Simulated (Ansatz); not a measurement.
PbS (rock salt)

```
PbS
1.0
    0.00000     3.00436     3.00436
    3.00436     0.00000     3.00436
    3.00436     3.00436     0.00000
S Pb
1 1
Direct
  0.00000   0.00000   0.00000
  0.50000   0.50000   0.50000
```

The slice is a {110} plane (indices of the conventional cell) through the point (0.000, 0.000, 0.000) (fractional), spanned by u = [100] and v = [1 -1 -1] in vectors of this cell: u (4.25 Å) and v (6.01 Å, at 90° to u). It covers one period; positions are fractions (u, v).

The numbers are results of PBE (plane waves to 420 eV, PAW, scalar-relativistic; Ansatz, a first-principles code), not measurements. k mesh 10×10×10. Near the nuclei the fields are pseudised (PAW); where an atom keeps semicore shells as valence, they peak there. PbS was relaxed with its symmetry unable to fall. Spin-orbit coupling is left out, though Pb is heavy.

### Question
Around which element is the density of the highest valence band (whole band, smooth part) largest on this plane?

### Answer
S. Mean over a disc round each atom, of radius 0.45 times the shortest bond: S 0.130, Pb 0.042 e/Å³.

### Question
Sketch the electrostatic potential energy of an electron, from the cell's mean on this plane as a map.

### Answer
```
|xxxxxxxx::##@@@@@@@@@@@@##::xxxxxx|
|xxxxxxxx++%%@@@@@@@@@@@@%%++xxxxxx|
|xxxxxx--##@@@@@@@@@@@@@@@@##--xxxx|
|  ..==##@@@@@@@@@@@@@@@@@@@@##==..|
|****##%%@@@@@@@@@@@@@@@@@@@@%%##**|
|++****##%%@@@@@@@@@@@@@@@@%%##****|
|....--++##%%@@@@@@@@@@@@%%##++--..|
|        ==**%%@@@@@@@@%%**==      |
|xxxxxx    ++##@@@@@@@@##++    xxxx|
|xxxxxxxx  ::**%%@@@@%%**::  xxxxxx|
|xxxxxxxx  ..**%%@@@@%%**..  xxxxxx|
|xxxxxxxxxx  ++%%@@@@%%++  xxxxxxxx|
|xxxxxxxx  ..**%%@@@@%%**..  xxxxxx|
|xxxxxxxx  ::**%%@@@@%%**::  xxxxxx|
|xxxxxx    ++##@@@@@@@@##++    xxxx|
|        ==**%%@@@@@@@@%%**==      |
|....--++##%%@@@@@@@@@@@@%%##++--..|
|++****##%%@@@@@@@@@@@@@@@@%%##****|
|****##%%@@@@@@@@@@@@@@@@@@@@%%##**|
|  ..==##@@@@@@@@@@@@@@@@@@@@##==..|
|xxxxxx--##@@@@@@@@@@@@@@@@##--xxxx|
|xxxxxxxx++%%@@@@@@@@@@@@%%++xxxxxx|
|xxxxxxxx::##@@@@@@@@@@@@##::xxxxxx|
|xxxxxxxxxx##@@@@@@@@@@@@##xxxxxxxx|
```
Scale: ten equal steps from -1.00 (start of ' ') to 7.28 (end of '@'), in the order ' .:-=+*#%@'. Values: electrostatic potential energy of an electron, from the cell's mean, in eV. The map has 17 points along u (two characters each, u = 0 at the left) and 24 along v (v = 0 in the bottom row). Points within 1 Å of a nucleus are blanked (x), as the pseudised field means little there. Values under -1 eV are set to -1. The zero, the cell's mean, hangs on the PAW cores.
